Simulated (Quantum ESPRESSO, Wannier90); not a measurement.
Te (P3₁21), plane waves to Wannier functions

```xyz
3
Lattice="4.6014 0.0000 0.0000 -2.3007 3.9849 0.0000 0.0000 0.0000 5.9001" Properties=species:S:1:pos:R:3 pbc="T T T"
Te     1.1812     0.0000     1.9667
Te    -0.5906     1.0229    -1.9667
Te    -0.5906    -1.0229     0.0000
```

Cell from Materials Project (mp-19), symmetrised, no further relaxation. COD (Crystallography Open Database) has the formula in 2 space groups, this one among them (matched by group alone). Level: PBEsol, spinors with spin-orbit coupling; pw.x of Quantum ESPRESSO at 64 Ry with PseudoDojo potentials, 6×6×4 k-points, Wannier90. Density: 12×12×6 mesh, Gaussian smearing 0.01 Ry. The cell is built of weakly bound layers, chains or molecules, whose nearest atoms lie 3.59 Å apart. Database cells relaxed without dispersion often hold them too far apart, which can enlarge gaps and weakens couplings between them; spacing and stacking were not compared with the measured crystal. With spin-orbit coupling a semilocal functional can close or falsely invert a small gap; the band order was not checked against a better method. The gap is small at this level and was sampled on the meshes and a path alone.

A tight-binding model is made by disentanglement and projection with no localisation steps (num_iter = 0), so the 24 orbitals stay atom-like: hydrogen-like Te: s;p, axes along x, y, z; frozen window up to 2.91 eV relative to the valence-band maximum. It follows pw.x to 1.5 meV rms for states up to 1.1 eV relative to the valence-band maximum. Matrix elements depend on this choice of orbitals and windows.

Q: What are the on-site energies relative to the valence-band maximum, and how fast do the hoppings decay?

A: 
```
atom         orbitals  energy (eV)
----  ---------------  -----------
Te1             s↑ s↓       -10.63
Te1           pz↑ pz↓        -1.61
Te1   px↑ px↓ py↑ py↓        -1.68
Te2             s↑ s↓       -10.63
Te2           pz↑ pz↓        -1.61
Te2   px↑ px↓ py↑ py↓        -1.67
Te3             s↑ s↓       -10.63
Te3           pz↑ pz↓        -1.61
Te3   px↑ px↓ py↑ py↓        -1.67
```

```
distance of the centres (Å)  largest modulus (eV)
---------------------------  --------------------
2–3                                           1.5
3–4                                          0.67
4–5                                          0.13
5–6                                         0.033
6–7                                          0.13
7–8                                         0.088
8–9                                        0.0072
9–10                                        0.032
10–11                                       0.012
```

Effective spin-orbit constants λ of λ L·S, from the same-site elements px↑–py↑ (λ/2) and dx2-y2↑–dxy↑ (λ), where they are among the larger elements: Te2 p 0.53 eV, Te3 p 0.53 eV, Te1 p 0.53 eV.
